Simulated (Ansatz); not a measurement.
CdSe:
```
CELL_PARAMETERS angstrom
      4.38187     0.00000     0.00000
     -2.19093     3.79481     0.00000
      0.00000     0.00000    14.30776
ATOMIC_POSITIONS crystal
  Cd 0.00000 0.00000 0.00032
  Cd 0.00000 0.00000 0.50032
  Cd 0.66667 0.33333 0.75018
  Cd 0.33333 0.66667 0.25018
  Se 0.00000 0.00000 0.81269
  Se 0.00000 0.00000 0.31269
  Se 0.66667 0.33333 0.56245
  Se 0.33333 0.66667 0.06245
```

Relaxed with PBE. Independent-particle spectrum: no excitons, no local fields, no scissors shift; 0.1 eV broadening; ε₁ of the summed bands alone.

Task: Tabulate the dielectric function from the program Ansatz at the PBE level (PAW).

Result: 

```tsv
E (eV)	ε₁ xx	ε₂ xx	ε₁ zz	ε₂ zz
0.0	8.15	0.00	8.14	0.00
0.5	9.06	0.36	8.98	0.25
1.0	8.18	1.87	8.26	1.87
1.5	7.78	2.07	7.81	2.14
2.0	7.90	2.30	7.80	2.38
2.5	8.53	2.91	8.18	2.82
3.0	9.21	5.71	9.19	3.91
3.5	6.02	6.80	7.35	8.13
4.0	4.42	6.96	6.40	7.80
4.5	4.44	5.27	2.74	8.61
5.0	4.49	10.02	2.12	4.69
5.5	1.91	6.71	3.26	6.65
6.0	2.28	6.65	2.34	6.01
6.5	1.73	7.99	1.89	7.23
7.0	-1.84	6.76	-0.73	6.80
7.5	-2.59	4.97	-2.66	4.87
8.0	-2.51	3.27	-2.96	3.25
8.5	-2.05	2.34	-2.35	2.01
9.0	-1.56	1.76	-1.19	1.41
9.5	-1.05	1.39	-0.90	1.57
10.0	-0.61	1.45	-0.62	1.56
10.5	-0.66	1.43	-0.82	1.44
11.0	-0.65	1.19	-0.62	1.11
11.5	-0.62	0.94	-0.47	1.01
12.0	-0.21	0.71	-0.26	0.82
```

Task: From ε at 0.8 eV (xx: 8.57 + 1.68i), find n, k, the normal reflectivity and the absorption coefficient.

Result: n = 2.94, k = 0.286, R = 25 %, α = 2kE/ħc = 23000 cm⁻¹.

With all bands, ε∞ without local fields is 8.31 (xx = yy), 8.30 (zz).

Space group P6_3mc. A made-up cell: these elements were put on the sites of a structure type. Its sites differ from those of the usual phase in this space group: another stacking or structure type. The cell was relaxed with PBE under the symmetry of its start; its stability against distortions is not shown here. Spin–orbit coupling is left out wherever it is not named.

Potentials: the later of the program's two PAW sets.
